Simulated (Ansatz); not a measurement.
Ni (diamond, Fd-3m) under volume change, DFT-r²SCAN in the program Ansatz with PAW potentials, scaled uniformly.

```csv
V (Å³/atom),E − E(relaxed) (meV/atom),P (GPa)
14.434,…,…
14.910,20.4,7.31
15.385,4.8,3.32
15.861,0.0,0.00
16.337,4.2,-2.74
16.813,15.8,-4.98
17.289,…,…
```

### Question
Fill in the missing entries.

### Answer

- 17.289, E − E(relaxed) (meV/atom): 33.3
- 17.289, P (GPa): -6.81
- 14.434, E − E(relaxed) (meV/atom): 48.9
- 14.434, P (GPa): 12.07

### Question
What does a third-order Birch–Murnaghan fit give for V₀, B₀ and B′?

### Answer
V₀ = 15.86 Å³/atom, B₀ = 99.7 GPa, B′ = 5.3.

The start of the workflow was typed in or built on a structure type; neither database checked (COD, Materials Project) lists it. It is not the phase usual at ambient conditions (space group No. 225). The cell was relaxed with r²SCAN under the symmetry of its start; whether a distortion lowers the energy is not shown. Magnetic state: ferromagnetic, chosen from 4 collinear starts compared on coarse meshes (ties went to the first, and starts can fall back to one state), not a proven ground state. Other orbital occupations within this spin state were not tried.

Potentials: the later of the program's two PAW sets.
